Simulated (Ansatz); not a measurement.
Input and command of a calculation in Ansatz (plane waves; scalar-relativistic PAW potentials unless the input names others):

```yaml
crystal:
  lattice:
    - [0.0, 2.8016907859, 2.8016907859]
    - [2.8016907859, 0.0, 2.8016907859]
    - [2.8016907859, 2.8016907859, 0.0]
  atoms:
    - { symbol: Ga, position: [0.0, 0.0, 0.0] }
    - { symbol: As, position: [0.75, 0.75, 0.75] }
basis:
  ecutwfc: 420
kpoints:
  mp_grid: { grid: [12, 12, 12] }
hamiltonian:
  xc: lda
scf:
  occupations: { method: tetrahedron_uncorrected }
output:
  forces: true
  eigenvalues: true
  stress: true
```

```bash
ansatz run input.yaml --threads 4 --pin off --max-ram 8192MiB --backend cpu --events-out ev --progress --plain --runs-dir out
```

Abridged log:
```
Basis set: ecut = 420 eV, 869 PW (Γ)
Bands: 18, of which v1, the nominal top of the filled ones, is band 14 counted from 1 (13 counted from 0)
Symmetry: 24 space group operations
k-points: 72 of 1728 (time reversal used)
SCF iter   1: F=—  HF=-8481.300561 eV  |F-HF|=—  |Δ(HF+E_count)|=         —  Δρ=5.23e-3  dr2=7.73e-3  ethr=1.77e-3  ⟨swp⟩=6.0  Hψ=6147  notcnv=0
SCF iter   2: F=—  HF=-8481.297703 eV  |F-HF|=—  |Δ(HF+E_count)|=   2.86e-3  Δρ=2.55e-3  dr2=1.06e-3  ethr=2.76e-5  ⟨swp⟩=2.6  Hψ=2759  notcnv=0
SCF iter   3: F=—  HF=-8481.297638 eV  |F-HF|=—  |Δ(HF+E_count)|=   6.52e-5  Δρ=6.99e-4  dr2=1.81e-4  ethr=3.78e-6  ⟨swp⟩=2.0  Hψ=2237  notcnv=0
SCF iter   4: F=—  HF=-8481.297565 eV  |F-HF|=—  |Δ(HF+E_count)|=   7.32e-5  Δρ=2.64e-4  dr2=1.35e-5  ethr=6.47e-7  ⟨swp⟩=2.5  Hψ=2299  notcnv=0
SCF iter   5: F=—  HF=-8481.297563 eV  |F-HF|=—  |Δ(HF+E_count)|=   1.78e-6  Δρ=1.52e-5  dr2=9.78e-8  ethr=4.84e-8  ⟨swp⟩=2.0  Hψ=2232  notcnv=0
SCF iter   6: F=-8481.297563 eV  HF=-8481.297563 eV  |F-HF|=3.86e-9  |Δ(HF+E_count)|=   5.60e-9  Δρ=4.27e-6  dr2=4.28e-9  ethr=3.49e-10  ⟨swp⟩=3.0  Hψ=5167  notcnv=0
SCF 1 converged in 6 iterations: F = -8481.297563 eV  dr2 = 4.28e-9
SCF converged after 6 iterations
Free energy (F): -8481.297563 eV
Harris-Foulkes:  -8481.297563 eV  (|F-HF|=3.86e-9)
Internal energy: -8481.297563 eV  (E = F + TS)
E sigma→0 (E₀):  -8481.297563 eV
Fermi energy:    8.237953 eV
--- Forces (eV/Å), atoms counted from 1 ---
  atom   1  Ga     0.00000000     0.00000000     0.00000000
  atom   2  As     0.00000000     0.00000000     0.00000000
--- Stress (GPa, compression-positive) ---
       -0.005714       0.000000       0.000000
        0.000000      -0.005714       0.000000
        0.000000       0.000000      -0.005714
  P = ⅓ Tr σ = -0.0057 GPa (-0.057 kbar)
```

Apart from outputs, empty bands and the relaxation, which only the reference makes, the input differs from a reference run on usual settings in scf.occupations.width: 0.02 → not typed; scf.occupations.method: "gaussian" → "tetrahedron_uncorrected". The reference, at the same geometry, ended its own course with pressure -0.01 GPa, largest force 0.000 eV/Å, gap on the mesh 0.49 eV. This run converged in 6 SCF iterations with an energy at zero smearing within 0.01 meV/atom of the reference's, pressure -0.01 GPa, largest force 0.000 eV/Å, gap on the mesh 0.49 eV.

The run took 1.5 s on 4 threads of Intel(R) Xeon(R) Processor @ 2.70GHz (shared host), peak memory 0.41 GiB.